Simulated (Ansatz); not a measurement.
Relaxed Pd (fcc, Cu type):

```
CELL_PARAMETERS angstrom
      3.90836     0.00000     0.00000
      0.00000     3.90836     0.00000
      0.00000     0.00000     3.90836
ATOMIC_POSITIONS crystal
  Pd 0.00000 0.00000 0.00000
  Pd 0.50000 0.50000 0.00000
  Pd 0.50000 0.00000 0.50000
  Pd 0.00000 0.50000 0.50000
```

Scan: atom 4 (Pd, nearest neighbour Pd at 2.764 Å; its periodic images, 3.9 Å or more away, move with it) is displaced along Cartesian z, direction (0.000, 0.000, 1.000) in Cartesian axes, by s. The other atoms stay.

Calculation: r2SCAN (plane waves to 500 eV, PAW, scalar-relativistic; Ansatz, an electronic-structure program). k mesh 10×10×10 (Γ-centred), Fermi-Dirac smearing 0.05 eV. Energies are smeared free energies. With partly filled bands, energies and forces of such displacements shift with the k mesh and the smearing. Pd is run without spin polarisation. Pd was relaxed with its symmetry unable to fall. The zero of ΔE is the undisplaced structure. The last digit holds for this mesh only.

```json
[
 {"s (Å)": "-0.280", "ΔE (meV/cell)": "363.2"},
 {"s (Å)": "-0.224", "ΔE (meV/cell)": "withheld"},
 {"s (Å)": "-0.168", "ΔE (meV/cell)": "128.2"},
 {"s (Å)": "-0.112", "ΔE (meV/cell)": "56.6"},
 {"s (Å)": "-0.056", "ΔE (meV/cell)": "14.1"},
 {"s (Å)": "0.000", "ΔE (meV/cell)": "0.0"},
 {"s (Å)": "0.056", "ΔE (meV/cell)": "14.1"},
 {"s (Å)": "0.112", "ΔE (meV/cell)": "56.6"},
 {"s (Å)": "0.168", "ΔE (meV/cell)": "128.2"},
 {"s (Å)": "0.224", "ΔE (meV/cell)": "withheld"},
 {"s (Å)": "0.280", "ΔE (meV/cell)": "363.2"}
]
```

Problem. Fit an even polynomial form (powers 2, 4) to the given rows and predict ΔE at s = -0.224.

Solution. Least squares on the 9 given rows: ΔE = (4491)·s² + (1810)·s⁴, in meV/cell with s in Å; root-mean-square residual 0.01 meV/cell. At -0.224 the fit gives 229.9 meV/cell; the calculation gives 229.9 meV/cell, the same to the digits shown. The quadratic term alone would give 225.3 meV/cell.

(For displaced atoms, the force is minus the slope of the energy, and its curvature is a force constant, which sets phonon frequencies.)
